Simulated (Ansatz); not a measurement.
La₂O₃:
```cif
data_La2O3
_chemical_formula_sum 'La2 O3'
_space_group_name_H-M_alt 'P 1'
_space_group_IT_number 1
_cell_length_a 3.94040
_cell_length_b 3.94040
_cell_length_c 6.18755
_cell_angle_alpha 90.000
_cell_angle_beta 90.000
_cell_angle_gamma 120.000
loop_
_space_group_symop_operation_xyz
  'x, y, z'
loop_
_atom_site_label
_atom_site_type_symbol
_atom_site_fract_x
_atom_site_fract_y
_atom_site_fract_z
_atom_site_occupancy
La1 La 0.66667 0.33333 0.75263 1
La2 La 0.33333 0.66667 0.24737 1
O1 O 0.66667 0.33333 0.35470 1
O2 O 0.33333 0.66667 0.64530 1
O3 O 0.00000 0.00000 0.00000 1
```

Relaxed with PBE. PBE (plane waves, PAW; program Ansatz) gives a gap of 3.83 eV.

Q: What gap does HSE06 give on the same cell (Ansatz, PAW)?

A: 5.29 eV, 1.45 eV more. The hybrid was solved on a coarser mesh and at special points; its gap is the smallest among all of these.

```csv
k,v1 PBE,c1 PBE,v1 HSE06,c1 HSE06
Γ,-0.09,4.23,___,___
A,-0.26,4.60,___,___
K,-0.11,3.86,-0.13,5.29
H,-0.23,4.21,___,___
M,-0.29,3.83,___,___
L,0.00,4.33,0.00,6.20
```

Q: Top valence (v1) and lowest conduction level (c1) in eV from each method's valence maximum (which need not be a listed point): supply the withheld HSE06 values.

A: 
- M, v1 HSE06: -0.31
- M, c1 HSE06: 5.37
- Γ, v1 HSE06: -0.07
- Γ, c1 HSE06: 6.00
- A, v1 HSE06: -0.27
- A, c1 HSE06: 6.66
- H, v1 HSE06: -0.24
- H, c1 HSE06: 5.84

Cost on shared cores: the PBE run (SCF on a 8×8×5 mesh, then bands and DOS) roughly 40 core-seconds, the HSE06 run (SCF on 5×5×3, then a few points) around 3 core-minutes (rough); the tasks are unlike.

Space group P-3m1 (La2O3 or Ni2Al3 type). Symmetry was held in the PBE relaxation; phonons on a q-mesh show no instability. Spin–orbit coupling is left out wherever it is not named.

Potentials: the later of the program's two PAW sets.
